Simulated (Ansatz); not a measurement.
Ansatz input file:

```yaml
crystal:
  lattice:
    - [3.4964011281, 0.0, 0.0]
    - [-1.748200564, 3.0279721987, 0.0]
    - [0.0, 0.0, 13.7008448591]
  atoms:
    - { symbol: Te, position: [0.3333333333, 0.6666666667, 0.6173401535] }
    - { symbol: Te, position: [0.6666666667, 0.3333333333, 0.1173401535] }
    - { symbol: Te, position: [0.3333333333, 0.6666666667, 0.8826598465] }
    - { symbol: Te, position: [0.6666666667, 0.3333333333, 0.3826598465] }
    - { symbol: Mo, position: [0.3333333333, 0.6666666667, 0.25] }
    - { symbol: Mo, position: [0.6666666667, 0.3333333333, 0.75] }
basis:
  ecutwfc: 420
kpoints:
  mp_grid: { grid: [12, 12, 2] }
hamiltonian:
  xc: lda
scf:
  occupations: { method: gaussian, width: 0.02 }
output:
  forces: true
  stress: true
  eigenvalues: true
relax:
  adjacent_minimum: "off"
  f_tol: 0.005
  max_steps: 50
  cell: { stress_tol: 0.05 }
```

Run as
```bash
ansatz run input.yaml --threads 2 --pin off --max-ram 5120MiB --backend cpu --events-out ev --progress --plain --runs-dir out
```

Level of theory: DFT LDA, scalar-relativistic, plane waves, PAW in Ansatz 0.2.0.

Abridged output:

```
Pseudopotentials: kind: paw
Pseudopotential: Te, paw, valence charge 16, recommended cutoff 420 eV (normal)
Pseudopotential: Mo, paw, valence charge 14, recommended cutoff 420 eV (normal)
Functional definition: SPW92
Crystal: 6 atoms, lattice volume = 145.051 Å³
Basis set: ecut = 420 eV, 2835 PW (Γ)
Bands: 56, of which v1, the nominal top of the filled ones, is band 46 counted from 1 (45 counted from 0)
Symmetry: 24 space group operations
Space group: P63/mmc (ITA 194), of the structure as read, at distance tolerance 5.3e-5 Å
k-points: 38 of 288
Initial density: superposition of atomic densities (neutral atoms: chi_scale 0, normalization atom), corrected by the library's trained network
Initial wavefunctions: pseudopotential atomic-orbital guess
Functional: x = slater, c = lda
SCF iter   1: F=—  HF=-36996.229701 eV  |F-HF|=—  |Δ(HF+E_count)|=         —  Δρ=7.75e-3  dr2=7.96e-2  ethr=1.77e-3  ⟨swp⟩=7.6  Hψ=8267  notcnv=0  defer=1
SCF iter   2: F=—  HF=-36996.222833 eV  |F-HF|=—  |Δ(HF+E_count)|=   6.87e-3  Δρ=4.05e-3  dr2=2.05e-2  ethr=8.65e-5  ⟨swp⟩=2.7  Hψ=3166  notcnv=0  defer=96
SCF iter   3: F=—  HF=-36996.221002 eV  |F-HF|=—  |Δ(HF+E_count)|=   1.83e-3  Δρ=2.28e-3  dr2=4.78e-3  ethr=2.23e-5  ⟨swp⟩=2.1  Hψ=2635  notcnv=0  defer=96
SCF iter   4: F=—  HF=-36996.220690 eV  |F-HF|=—  |Δ(HF+E_count)|=   3.12e-4  Δρ=7.27e-4  dr2=4.30e-4  ethr=5.20e-6  ⟨swp⟩=1.3  Hψ=2056  notcnv=0  defer=96
SCF iter   5: F=—  HF=-36996.220677 eV  |F-HF|=—  |Δ(HF+E_count)|=   1.25e-5  Δρ=1.17e-4  dr2=2.08e-5  ethr=4.67e-7  ⟨swp⟩=2.2  Hψ=2488  notcnv=0  defer=96
SCF iter   6: F=—  HF=-36996.220670 eV  |F-HF|=—  |Δ(HF+E_count)|=   7.54e-6  Δρ=1.76e-5  dr2=6.12e-7  ethr=2.26e-8  ⟨swp⟩=2.0  Hψ=2491  notcnv=0  defer=96
SCF iter   7: F=-36996.220670 eV  HF=-36996.220670 eV  |F-HF|=2.45e-8  |Δ(HF+E_count)|=   1.25e-7  Δρ=5.18e-6  dr2=5.79e-8  ethr=1.09e-10  ⟨swp⟩=10.6  Hψ=9042  notcnv=0
SCF 1 converged in 7 iterations: F = -36996.220670 eV  dr2 = 5.79e-8
relax step   1: F+E_penalty+E_count = -36996.22066998 eV  Δ(F+E_penalty+E_count) = +0.000e0 eV  max|allowed force component| = 4.415e-1 eV/Å  Δτ_max = 0.0000 Å  P = -2.524 GPa  Ω = 145.051 Å³  (7 SCF iters, dr2 threshold 1.00e-7 eV, accepted)
Crystal: 6 atoms, lattice volume = 143.340 Å³
Basis set: ecut = 420 eV, 2783 PW (Γ)
Initial density: handed on by an earlier stage of this run
Initial wavefunctions: those handed on with the density
SCF iter   1: F=—  HF=-36996.063247 eV  |F-HF|=—  |Δ(HF+E_count)|=         —  Δρ=1.01e-2  dr2=3.12e-1  ethr=3.39e-4  ⟨swp⟩=1.6  Hψ=9939  notcnv=0
SCF iter   2: F=—  HF=-36996.025733 eV  |F-HF|=—  |Δ(HF+E_count)|=   3.75e-2  Δρ=4.75e-3  dr2=4.99e-2  ethr=3.39e-4  ⟨swp⟩=3.0  Hψ=3030  notcnv=0
SCF iter   3: F=—  HF=-36996.018738 eV  |F-HF|=—  |Δ(HF+E_count)|=   7.00e-3  Δρ=2.43e-3  dr2=6.52e-3  ethr=5.43e-5  ⟨swp⟩=2.8  Hψ=2850  notcnv=0  defer=14
SCF iter   4: F=—  HF=-36996.016948 eV  |F-HF|=—  |Δ(HF+E_count)|=   1.79e-3  Δρ=3.54e-4  dr2=2.03e-4  ethr=7.08e-6  ⟨swp⟩=2.1  Hψ=2776  notcnv=0  defer=14
SCF iter   5: F=—  HF=-36996.016906 eV  |F-HF|=—  |Δ(HF+E_count)|=   4.22e-5  Δρ=8.65e-5  dr2=1.45e-5  ethr=2.21e-7  ⟨swp⟩=2.1  Hψ=2839  notcnv=0  defer=14
SCF iter   6: F=—  HF=-36996.016906 eV  |F-HF|=—  |Δ(HF+E_count)|=   1.26e-8  Δρ=1.66e-5  dr2=8.82e-7  ethr=1.58e-8  ⟨swp⟩=2.0  Hψ=2460  notcnv=0  defer=14
SCF iter   7: F=-36996.016906 eV  HF=-36996.016906 eV  |F-HF|=5.82e-11  |Δ(HF+E_count)|=   5.39e-8  Δρ=4.10e-6  dr2=3.28e-8  ethr=6.52e-10  ⟨swp⟩=7.2  Hψ=8114  notcnv=0
SCF 2 converged in 7 iterations: F = -36996.016906 eV  dr2 = 3.28e-8
relax step   2: F+E_penalty+E_count = -36996.01690628 eV  Δ(F+E_penalty+E_count) = +2.038e-1 eV  max|allowed force component| = 1.410e0 eV/Å  Δτ_max = 0.1209 Å  P = +6.674 GPa  Ω = 143.340 Å³  energy of the carried Pulay correction = +3.967e-4 eV  (7 SCF iters, dr2 threshold 6.00e-7 eV, rejected (line search))
Crystal: 6 atoms, lattice volume = 142.459 Å³
Basis set: ecut = 420 eV, 2775 PW (Γ)
SCF iter   1: F=—  HF=-36996.282245 eV  |F-HF|=—  |Δ(HF+E_count)|=         —  Δρ=8.48e-3  dr2=1.93e-1  ethr=2.24e-4  ⟨swp⟩=2.1  Hψ=9271  notcnv=0
SCF iter   2: F=—  HF=-36996.260443 eV  |F-HF|=—  |Δ(HF+E_count)|=   2.18e-2  Δρ=4.49e-3  dr2=5.56e-2  ethr=2.09e-4  ⟨swp⟩=2.0  Hψ=2408  notcnv=0
SCF iter   3: F=—  HF=-36996.252315 eV  |F-HF|=—  |Δ(HF+E_count)|=   8.13e-3  Δρ=4.37e-4  dr2=2.59e-4  ethr=6.05e-5  ⟨swp⟩=2.1  Hψ=2671  notcnv=0
SCF iter   4: F=—  HF=-36996.252349 eV  |F-HF|=—  |Δ(HF+E_count)|=   3.44e-5  Δρ=1.30e-4  dr2=2.78e-5  ethr=2.82e-7  ⟨swp⟩=3.4  Hψ=4420  notcnv=0
SCF iter   5: F=—  HF=-36996.252345 eV  |F-HF|=—  |Δ(HF+E_count)|=   4.04e-6  Δρ=3.08e-5  dr2=2.53e-6  ethr=3.02e-8  ⟨swp⟩=2.9  Hψ=3995  notcnv=0
SCF iter   6: F=—  HF=-36996.252331 eV  |F-HF|=—  |Δ(HF+E_count)|=   1.37e-5  Δρ=7.04e-6  dr2=9.81e-8  ethr=2.75e-9  ⟨swp⟩=2.0  Hψ=2663  notcnv=0
SCF iter   7: F=—  HF=-36996.252331 eV  |F-HF|=—  |Δ(HF+E_count)|=   2.16e-8  Δρ=1.43e-6  dr2=3.42e-9  ethr=1.07e-10  ⟨swp⟩=2.0  Hψ=2647  notcnv=0
SCF iter   8: F=—  HF=-36996.252331 eV  |F-HF|=—  |Δ(HF+E_count)|=   1.46e-9  Δρ=3.01e-7  dr2=1.85e-10  ethr=3.72e-12  ⟨swp⟩=2.0  Hψ=2662  notcnv=0
SCF iter   9: F=-36996.252331 eV  HF=-36996.252331 eV  |F-HF|=2.18e-11  |Δ(HF+E_count)|=  2.91e-11  Δρ=8.32e-8  dr2=1.27e-11  ethr=1.00e-12  ⟨swp⟩=5.6  Hψ=7260  notcnv=0
SCF 3 converged in 9 iterations: F = -36996.252331 eV  dr2 = 1.27e-11
relax step   3: F+E_penalty+E_count = -36996.25233123 eV  Δ(F+E_penalty+E_count) = -3.166e-2 eV  max|allowed force component| = 8.492e-2 eV/Å  Δτ_max = 0.0161 Å  P = +0.161 GPa  Ω = 142.459 Å³  energy of the carried Pulay correction = +6.028e-4 eV  (9 SCF iters, accepted)
Crystal: 6 atoms, lattice volume = 145.319 Å³
Basis set: ecut = 420 eV, 2825 PW (Γ)
SCF iter   1: F=—  HF=-36996.253374 eV  |F-HF|=—  |Δ(HF+E_count)|=         —  Δρ=2.15e-3  dr2=7.24e-3  ethr=7.85e-6  ⟨swp⟩=2.7  Hψ=10170  notcnv=0
SCF iter   2: F=—  HF=-36996.251932 eV  |F-HF|=—  |Δ(HF+E_count)|=   1.44e-3  Δρ=1.02e-3  dr2=2.37e-3  ethr=7.85e-6  ⟨swp⟩=2.1  Hψ=2822  notcnv=0
SCF iter   3: F=—  HF=-36996.251628 eV  |F-HF|=—  |Δ(HF+E_count)|=   3.05e-4  Δρ=6.12e-4  dr2=5.77e-4  ethr=2.58e-6  ⟨swp⟩=2.0  Hψ=2329  notcnv=0
SCF iter   4: F=—  HF=-36996.251508 eV  |F-HF|=—  |Δ(HF+E_count)|=   1.20e-4  Δρ=1.21e-4  dr2=2.95e-5  ethr=6.27e-7  ⟨swp⟩=2.0  Hψ=2643  notcnv=0
SCF iter   5: F=—  HF=-36996.251498 eV  |F-HF|=—  |Δ(HF+E_count)|=   9.65e-6  Δρ=3.23e-5  dr2=2.37e-6  ethr=3.20e-8  ⟨swp⟩=2.4  Hψ=2678  notcnv=0
SCF iter   6: F=-36996.251498 eV  HF=-36996.251498 eV  |F-HF|=7.94e-8  |Δ(HF+E_count)|=   4.25e-8  Δρ=8.79e-6  dr2=1.85e-7  ethr=4.90e-10  ⟨swp⟩=7.2  Hψ=8711  notcnv=0
SCF 4 converged in 6 iterations: F = -36996.251498 eV  dr2 = 1.85e-7
relax step   4: F+E_penalty+E_count = -36996.25149774 eV  Δ(F+E_penalty+E_count) = +8.335e-4 eV  max|allowed force component| = 1.033e-1 eV/Å  Δτ_max = 0.0321 Å  P = -0.026 GPa  Ω = 145.319 Å³  energy of the carried Pulay correction = -6.170e-5 eV  (6 SCF iters, dr2 threshold 4.51e-7 eV, rejected (line search))
Crystal: 6 atoms, lattice volume = 143.799 Å³
Basis set: ecut = 420 eV, 2811 PW (Γ)
SCF iter   1: F=—  HF=-36996.255881 eV  |F-HF|=—  |Δ(HF+E_count)|=         —  Δρ=1.23e-3  dr2=2.36e-3  ethr=2.70e-6  ⟨swp⟩=2.5  Hψ=11002  notcnv=0
SCF iter   2: F=—  HF=-36996.255430 eV  |F-HF|=—  |Δ(HF+E_count)|=   4.51e-4  Δρ=5.81e-4  dr2=7.35e-4  ethr=2.56e-6  ⟨swp⟩=2.2  Hψ=2544  notcnv=0
SCF iter   3: F=—  HF=-36996.255336 eV  |F-HF|=—  |Δ(HF+E_count)|=   9.36e-5  Δρ=3.44e-4  dr2=1.64e-4  ethr=7.99e-7  ⟨swp⟩=2.0  Hψ=2286  notcnv=0
SCF iter   4: F=—  HF=-36996.255303 eV  |F-HF|=—  |Δ(HF+E_count)|=   3.28e-5  Δρ=6.57e-5  dr2=7.99e-6  ethr=1.78e-7  ⟨swp⟩=2.0  Hψ=2639  notcnv=0
SCF iter   5: F=—  HF=-36996.255297 eV  |F-HF|=—  |Δ(HF+E_count)|=   6.54e-6  Δρ=1.74e-5  dr2=7.24e-7  ethr=8.68e-9  ⟨swp⟩=2.4  Hψ=2768  notcnv=0
SCF iter   6: F=—  HF=-36996.255297 eV  |F-HF|=—  |Δ(HF+E_count)|=   2.04e-8  Δρ=4.41e-6  dr2=3.82e-8  ethr=7.87e-10  ⟨swp⟩=2.2  Hψ=2788  notcnv=0
SCF iter   7: F=—  HF=-36996.255297 eV  |F-HF|=—  |Δ(HF+E_count)|=   3.35e-9  Δρ=8.51e-7  dr2=1.50e-9  ethr=4.16e-11  ⟨swp⟩=2.4  Hψ=3096  notcnv=0
SCF iter   8: F=—  HF=-36996.255297 eV  |F-HF|=—  |Δ(HF+E_count)|=  3.49e-10  Δρ=2.34e-7  dr2=7.80e-11  ethr=1.63e-12  ⟨swp⟩=2.0  Hψ=2567  notcnv=0
SCF iter   9: F=-36996.255297 eV  HF=-36996.255297 eV  |F-HF|=1.46e-11  |Δ(HF+E_count)|=  2.91e-11  Δρ=4.76e-8  dr2=3.24e-12  ethr=1.00e-12  ⟨swp⟩=4.3  Hψ=6588  notcnv=0
SCF 5 converged in 9 iterations: F = -36996.255297 eV  dr2 = 3.24e-12
relax step   5: F+E_penalty+E_count = -36996.25529656 eV  Δ(F+E_penalty+E_count) = -2.965e-3 eV  max|allowed force component| = 1.824e-5 eV/Å  Δτ_max = 0.0139 Å  P = +0.007 GPa  Ω = 143.799 Å³  energy of the carried Pulay correction = +2.897e-4 eV  (9 SCF iters, accepted)
Initial wavefunctions: pseudopotential atomic-orbital guess (no wavefunctions were taken with the density)
SCF iter   1: F=—  HF=-36996.255004 eV  |F-HF|=—  |Δ(HF+E_count)|=         —  Δρ=5.34e-5  dr2=1.16e-7  ethr=1.12e-7  ⟨swp⟩=4.0  Hψ=14286  notcnv=0
SCF iter   2: F=—  HF=-36996.255004 eV  |F-HF|=—  |Δ(HF+E_count)|=   3.22e-7  Δρ=2.71e-5  dr2=3.17e-8  ethr=1.26e-10  ⟨swp⟩=2.3  Hψ=3863  notcnv=0
SCF iter   3: F=—  HF=-36996.255004 eV  |F-HF|=—  |Δ(HF+E_count)|=   7.36e-7  Δρ=2.33e-6  dr2=9.75e-9  ethr=3.45e-11  ⟨swp⟩=2.1  Hψ=3800  notcnv=0
SCF iter   4: F=—  HF=-36996.255004 eV  |F-HF|=—  |Δ(HF+E_count)|=  6.18e-10  Δρ=1.09e-6  dr2=2.79e-10  ethr=1.06e-11  ⟨swp⟩=2.0  Hψ=2246  notcnv=0
SCF iter   5: F=-36996.255004 eV  HF=-36996.255004 eV  |F-HF|=7.28e-12  |Δ(HF+E_count)|=  8.51e-10  Δρ=8.60e-8  dr2=5.21e-12  ethr=1.00e-12  ⟨swp⟩=5.3  Hψ=7414  notcnv=0
SCF 6 converged in 5 iterations: F = -36996.255004 eV  dr2 = 5.21e-12
SCF converged after 5 iterations
Free energy (F): -36996.255004 eV
Harris-Foulkes:  -36996.255004 eV  (|F-HF|=7.28e-12)
Internal energy: -36996.255004 eV  (E = F + TS)
E sigma→0 (E₀):  -36996.255004 eV
Fermi energy:    13.241473 eV
--- Per-component energies (eV) ---
  E_band       = -1104.144384
  E_kinetic    = 1619.255862
  E_local      = -7121.142974  (includes V_loc(G=0)·N_el)
  E_nonlocal   = -920.178095
  E_hartree    = 4014.179599
  E_xc         = -864.322881
  E_vxc        = -882.140579  (∫ρ·V_xc dr)
  E_paw        = -24221.399449  (= ΣΔE_a)
  E_vpaw       = -1828.296845  (= ΣTr[D̂ρ^β])
  E_aug_tail   = -0.000699  (compensation charges beyond the density's cutoff)
  E_ewald      = -9506.306645
  E_core_change = 3.660277  (= ΣΔE_core)
  E_smearing   =  0.000000  (= −TS)
--- Forces (eV/Å), atoms counted from 1 ---
  atom   1  Te     0.00000000     0.00000000     0.00000319
  atom   2  Te     0.00000000     0.00000000     0.00000319
  atom   3  Te     0.00000000     0.00000000    -0.00000319
  atom   4  Te     0.00000000     0.00000000    -0.00000319
  atom   5  Mo     0.00000000     0.00000000     0.00000000
  atom   6  Mo     0.00000000     0.00000000     0.00000000
--- Stress (GPa, compression-positive) ---
       -0.009616       0.000000       0.000000
        0.000000      -0.009616       0.000000
        0.000000       0.000000       0.041676
  P = ⅓ Tr σ = 0.0075 GPa (0.075 kbar)
--- Band table (eV; the first three rows and the last of 38) ---
  k-point 0: bands = ["-47.7621", "-47.7621", "-23.7258", "-23.7258", "-23.7252", "-23.7252", "-23.7114", "-23.7114", "-23.7111", "-23.7111", "-23.6602", "-23.6602", "-23.6580", "-23.6580", "-23.6486", "-23.6486", "-23.6465", "-23.6465", "-23.6412", "-23.6393", "-23.6314", "-23.6296", "-22.0125", "-22.0124", "-21.8205", "-21.8205", "-21.8205", "-21.8205", "-0.4371", "-0.0565", "0.4236", "1.0172", "6.7639", "8.2133", "9.5648", "11.0204", "11.0204", "11.0380", "11.0380", "11.7049", "11.8326", "11.8326", "11.8729", "11.8729", "12.6368", "12.8958", "15.8917", "15.8917", "16.0470", "16.0470", "16.1209", "16.1209", "16.4194", "16.4194", "18.7591", "19.2054"]
  k-point 1: bands = ["-47.7621", "-47.7621", "-23.7255", "-23.7255", "-23.7255", "-23.7255", "-23.7112", "-23.7112", "-23.7112", "-23.7112", "-23.6592", "-23.6592", "-23.6592", "-23.6592", "-23.6475", "-23.6475", "-23.6475", "-23.6475", "-23.6404", "-23.6404", "-23.6304", "-23.6304", "-22.0124", "-22.0124", "-21.8205", "-21.8205", "-21.8205", "-21.8205", "-0.2977", "-0.2977", "0.7667", "0.7667", "7.3098", "7.3098", "10.7338", "10.7338", "11.0291", "11.0291", "11.0291", "11.0291", "11.8529", "11.8529", "11.8529", "11.8529", "12.8269", "12.8269", "15.9328", "15.9328", "15.9328", "15.9328", "16.3059", "16.3059", "16.3059", "16.3059", "19.0672", "19.0672"]
  k-point 2: bands = ["-47.7614", "-47.7614", "-23.7249", "-23.7244", "-23.7239", "-23.7234", "-23.7129", "-23.7125", "-23.7097", "-23.7094", "-23.6608", "-23.6606", "-23.6586", "-23.6585", "-23.6509", "-23.6489", "-23.6488", "-23.6467", "-23.6403", "-23.6387", "-23.6304", "-23.6287", "-22.0067", "-22.0067", "-21.8317", "-21.8317", "-21.8226", "-21.8226", "-0.3339", "0.0452", "0.5000", "1.0828", "6.8787", "8.3223", "9.5159", "10.7925", "10.8219", "11.1025", "11.1276", "11.4497", "11.6930", "11.7381", "11.7421", "11.8480", "12.7911", "12.8331", "15.5073", "15.6450", "15.6507", "15.8176", "15.8710", "15.9325", "16.1710", "16.2216", "19.2183", "19.6501"]
  k-point 37: bands = ["-47.7494", "-47.7494", "-23.7351", "-23.7351", "-23.7076", "-23.7076", "-23.6972", "-23.6972", "-23.6967", "-23.6967", "-23.6800", "-23.6800", "-23.6662", "-23.6662", "-23.6544", "-23.6544", "-23.6540", "-23.6540", "-23.6321", "-23.6321", "-23.6154", "-23.6154", "-21.9555", "-21.9555", "-21.9179", "-21.9179", "-21.9049", "-21.9049", "2.2543", "2.2543", "2.4238", "2.4238", "7.9189", "7.9189", "8.0856", "8.0856", "8.7341", "8.7341", "9.1212", "9.1212", "10.1393", "10.1393", "10.8259", "10.8259", "12.6256", "12.6256", "13.9154", "13.9154", "14.4746", "14.4746", "15.3504", "15.3504", "16.5940", "16.5940", "17.9684", "17.9684"]
--- Relaxed structure (5 steps of the walk, 3 accepted, 1 SCFs on fresh bases) ---
  F+E_penalty+E_count = -36996.25500448 eV   max|allowed force component| = 3.189e-6 eV/Å   (the final SCF, on the basis selected at the relaxed cell)
  cell:  # Å, volume = 143.7993 Å³
    - [3.47339384, 0.0, 0.0]
    - [-1.73669692, 3.00804730, 0.0]
    - [0.0, 0.0, 13.76315717]
  atoms:
    - { symbol: Te, position: [0.33333333, 0.66666666, 0.61952461] }
    - { symbol: Te, position: [0.66666666, 0.33333333, 0.11952461] }
    - { symbol: Te, position: [0.33333333, 0.66666666, 0.88047538] }
    - { symbol: Te, position: [0.66666666, 0.33333333, 0.38047538] }
    - { symbol: Mo, position: [0.33333333, 0.66666666, 0.25] }
    - { symbol: Mo, position: [0.66666666, 0.33333333, 0.75] }
```

The relaxation met its thresholds.

It took 55 s on 2 threads of Arm Neoverse V2, with other jobs on the host, peak memory 0.55 GiB.